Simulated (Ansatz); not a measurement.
VGe2 (fluorite or antifluorite type, Fm-3m) under volume change, DFT-PBE in the program Ansatz with PAW potentials, scaled uniformly.

| V (Å³/atom) | E − E(relaxed) (meV/atom) | P (GPa) |
|---|---|---|
| 16.807 | … | … |
| 17.361 | … | … |
| 17.915 | 4.7 | 2.79 |
| 18.469 | 0.0 | 0.00 |
| 19.024 | 4.2 | -2.38 |
| 19.578 | 15.9 | -4.29 |
| 20.132 | 33.6 | -5.89 |

### Question
Some entries are withheld; supply them.

### Answer

- 17.361, E − E(relaxed) (meV/atom): 19.7
- 17.361, P (GPa): 5.93
- 16.807, E − E(relaxed) (meV/atom): 46.1
- 16.807, P (GPa): 9.47

### Question
What does a third-order Birch–Murnaghan fit give for V₀, B₀ and B′?

### Answer
V₀ = 18.48 Å³/atom, B₀ = 82.9 GPa, B′ = 4.1.

A made-up cell: these elements were put on the sites of a structure type; neither database checked (COD, Materials Project) lists it. Whether it is the stable phase at ambient conditions was not checked. Symmetry was held in the PBE relaxation; its stability against distortions is not shown here. Magnetic state: ferromagnetic, chosen from 3 collinear starts compared on coarse meshes (ties went to the first, and starts can fall back to one state), not a proven ground state.

Potentials: the later of the program's two PAW sets.
